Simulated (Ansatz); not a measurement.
Method: DFT PBE, scalar-relativistic, plane waves, PAW (Ansatz 0.2.0). All cells share a 420 eV cutoff and Γ-centred k meshes spaced at most about 0.3 Å⁻¹ (about 0.25 or finer for metals, 2π included). No spin polarisation in the final relaxations.

Temperature and zero-point effects are left out.

Compare these two cells of Ge₂SbO₃, each relaxed at this level.

A.

```xyz
6
Lattice="4.1827 0.0000 0.0000 0.0000 4.1827 0.0000 0.0000 0.0000 5.4551" Properties=species:S:1:pos:R:3 pbc="T T T"
Ge    0.0000    0.0000    2.7276
Ge    2.0914    2.0914    2.7276
Sb    0.0000    0.0000    0.0000
O     2.0914    2.0914    0.0000
O     0.0000    2.0914    2.7276
O     2.0914    0.0000    2.7276
```

B.

```xyz
6
Lattice="6.4293 0.0000 0.0000 -3.2146 5.5679 0.0000 0.0000 0.0000 2.9637" Properties=species:S:1:pos:R:3 pbc="T T T"
Ge    0.0000    3.7119    1.4819
Ge    3.2146    1.8560    1.4819
Sb    0.0000    0.0000    1.4819
O     3.2146    0.0000    1.4819
O    -1.6073    2.7840    1.4819
O     1.6073    2.7840    1.4819
```

Question: Which would you expect to be lower, and how large is the difference?

Answer: B is lower, by 141 meV/atom. A has space group P4/mmm (No. 123), 15.9 Å³/atom and no gap on its mesh; B has space group P6/mmm (No. 191), 17.7 Å³/atom and no gap. The shortest distance is 2.09 Å (Ge–O) in A and 1.86 Å (Ge–O) in B. B holds Sb–Sb chains (shortest 2.96 Å); in A the shortest Sb–Sb distance is 4.18 Å. The lower one is the more open, so pressure narrows the difference. In A, Ge on its first site is surrounded by 4 O at 2.09 Å and 2 Sb at 2.73 Å; around Sb lie 2 Ge at 2.73 Å, 4 O at 2.96 Å and 8 O at 3.44 Å; around O on a site of symmetry 4/mmm lie 2 Ge at 2.73 Å, 4 Sb at 2.96 Å and 8 O at 3.44 Å (long contacts); 2 more sites not described. In B, Ge has 3 O at 1.86 Å, 2 Ge at 2.96 Å, 6 O at 3.50 Å, 3 Ge at 3.71 Å and 3 Sb at 3.71 Å; around Sb lie 2 Sb at 2.96 Å, 6 O at 3.21 Å and 6 Ge at 3.71 Å; around O lie 2 Ge at 1.86 Å, 2 O at 2.96 Å, 2 Sb at 3.21 Å and 4 O at 3.21 Å. Both come from invented guesses. A third cell relaxed alike, in R-3m, lies 0.33 eV/atom below the lower of the two.

Spin–orbit coupling, which can matter for Sb, is left out. In P4/mmm, P6/mmm an odd number of electrons in the primitive cell allows no gap without spin; a larger cell or a magnetic state could open one. Cells relaxed within their symmetry can be saddle points.
